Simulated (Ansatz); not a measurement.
Values for one crystal, relaxed and computed with plane-wave PAW r²SCAN (Ansatz code); other levels are named.

- Volume per atom: 22.37 Å³
- Band gap: 0.72 eV (smallest direct gap 0.72 eV)
- Hole effective mass with spin–orbit coupling: 0.12, 0.12, 0.54 mₑ (principal values)
- Valence-band maximum: at Γ
- Electron effective mass: 0.11, 0.11, 4.2 mₑ (principal values)
- HSE06 gap on the r²SCAN cell: 1.16 eV
- Conduction-band minimum: on the Γ–A line, 19 % of the way from Γ (2 equivalent valleys)

### Question
Which of these materials gives this?
(A) InAs, wurtzite
(B) SrZn2As2, P-3m1 (Sr on 1a, Zn on 2d, As on 2d)
(C) ZnO, wurtzite
(D) BAs, zinc blende

### Answer
B, SrZn2As2, P-3m1 (Sr on 1a, Zn on 2d, As on 2d)

The workflow started from a Materials Project entry (that database holds measured and hypothetical structures alike); the Crystallography Open Database copy checked does not list it. Whether it is the stable phase at ambient conditions was not checked. The r²SCAN relaxation kept the symmetry of its start; its stability against distortions is not shown here. Spin–orbit coupling is left out wherever it is not named.

Potentials: the later of the program's two PAW sets.
